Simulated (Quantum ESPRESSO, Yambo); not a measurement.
**Quasiparticle gap of F**

Space group C2/c (No. 15); a = 5.113 Å, b = 3.168 Å, c = 6.622 Å, α = γ = 90.00°, β = 94.87°

```
atom  site  symmetry       x       y       z
----  ----  --------  ------  ------  ------
F       8f         1  0.2556  0.3402  0.0980
```
(The calculation used a cell of 4 atoms; values per cell refer to that cell.)

The geometry is that of Materials Project entry mp-561203, symmetrised and not relaxed again.

Starting point: LDA (Quantum ESPRESSO, PseudoDojo norm-conserving, 84 Ry, scalar-relativistic). G0W0 in Yambo: 6×6×2 Γ-centred k mesh, 102 bands and a 8 Ry block in the screening, 102 bands in G with the Bruneval-Gonze terminator, plasmon pole fitted at 27.2 eV.

```
Item                                             Result
----------------------------------------------  -------
LDA gap along the band path                     2.35 eV
LDA gap between the mesh's edge points (Γ → Γ)  2.35 eV
G0W0 gap between the same points                8.19 eV
```

| k point | band | E LDA (eV) | E QP (eV) | shift (eV) | Z |
|---|---|---|---|---|---|
| Γ | VB | 0.00 | -2.80 | -2.80 | 0.80 |
| Γ | CB | 2.35 | 5.38 | 3.04 | 0.81 |
| (0, -0.5, 0) | VB | -0.14 | -2.89 | -2.75 | 0.80 |
| (0, -0.5, 0) | CB | 3.05 | 6.23 | 3.17 | 0.80 |

Energies count from the LDA valence-band maximum.

Nearest settings tried, and what they do to the gap: 80 bands in W, 80 bands in G: +14 meV; 6 Ry block (91 vectors against 145): +216 meV; 4×4×2 mesh: -92 meV. So the settings aren't converged at that level.

The distance between layers or molecules is the database entry's, not relaxed here. Functionals without dispersion can leave it too large, which widens gaps and weakens the response across layers: the numbers belong to this cell.
